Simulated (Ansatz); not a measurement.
ZnS (wurtzite)

```
CELL_PARAMETERS angstrom
      3.84514     0.00000     0.00000
     -1.92257     3.32999     0.00000
      0.00000     0.00000     6.30573
ATOMIC_POSITIONS crystal
  Zn 0.66667 0.33333 0.99985
  Zn 0.33333 0.66667 0.49985
  S  0.66667 0.33333 0.62535
  S  0.33333 0.66667 0.12535
```

The slice is a (1 -1 0 0) plane (indices of the conventional cell) through the point (0.333, 0.667, 0.500) (fractional), spanned by u = [110] and v = [001] in vectors of this cell: u (3.85 Å) and v (6.31 Å, at 90° to u). It covers one period; positions are fractions (u, v).

All values below come from PBE (plane waves to 420 eV, PAW, scalar-relativistic; Ansatz, a first-principles code). k mesh 10×10×5. These are valence fields of a PAW run, semicore shells included where kept as valence: close to a nucleus they are smooth pseudo fields. The PAW data are Ansatz's earlier set. ZnS was relaxed with its symmetry unable to fall.

Three fields on this plane, each scaled to ten steps between its own extremes (0 low, 9 high; the total valence density on a logarithmic scale, the potential cut 8 eV below its top; x marks points blanked near nuclei; v = 0 in the bottom row):

Map A
```
|xxxxx65444456xxxx|
|xxxx7543333457xxx|
|xxxx6422112246xxx|
|xx86532100123568x|
|88765320000235678|
|99876421001246789|
|xxx875321123578xx|
|xxxx8642222468xxx|
|xxxxx75333357xxxx|
|xxxxx86444468xxxx|
|xxxxx86544568xxxx|
|xxxxx86555568xxxx|
|xxxx9766666679xxx|
|xxx976656656679xx|
|88876555555556788|
|66554444444444556|
|44333333443333334|
|22112223333222112|
|00011223333221100|
|00011234444321100|
|11122345555432211|
|33334456666544333|
|55555566776655555|
|xx76667777776667x|
|xxxx7777777777xxx|
|xxxx8777777778xxx|
|xxxxx76666667xxxx|
|xxxxx66555566xxxx|
```

Map B
```
|xxxxx47888874xxxx|
|xxxx0578998750xxx|
|xxxx4689999864xxx|
|xx04678999987640x|
|23457899999987543|
|00357899999987530|
|xxx168999999861xx|
|xxxx2789999872xxx|
|xxxxx58888885xxxx|
|xxxxx47777774xxxx|
|xxxxx46666664xxxx|
|xxxxx45555554xxxx|
|xxxx2555445552xxx|
|xxx156544445651xx|
|12467655445567642|
|67788765555678877|
|99998876666788999|
|99999988778899999|
|99999998888999999|
|99999998888999999|
|88999988888899998|
|67788887777888877|
|44567776556777654|
|xx04566544566540x|
|xxxx4565445654xxx|
|xxxx0465555640xxx|
|xxxxx46666664xxxx|
|xxxxx46788764xxxx|
```

Map C
```
|xxxxx12344321xxxx|
|xxxx1111221111xxx|
|xxxx1110000111xxx|
|xx11110000001111x|
|54443100000013444|
|99986310000136899|
|xxx985200002589xx|
|xxxx9741001479xxx|
|xxxxx85200258xxxx|
|xxxxx85211258xxxx|
|xxxxx85211258xxxx|
|xxxxx84211248xxxx|
|xxxx9731111379xxx|
|xxx985211112589xx|
|88876321111236788|
|66653211111123566|
|33221111111111223|
|00000011111100000|
|00000011221100000|
|00000123443210000|
|00001245665421000|
|11112456776542111|
|11113567887653111|
|xx11357888875311x|
|xxxx2578888752xxx|
|xxxx1368888631xxx|
|xxxxx25777752xxxx|
|xxxxx24566542xxxx|
```

Question: Assign the maps to these fields: electron localisation function (ELF); valence electron density; electrostatic potential energy of an electron, from the cell's mean.

Answer: A is the valence electron density; B is the electrostatic potential energy of an electron, from the cell's mean; C is the electron localisation function (ELF).
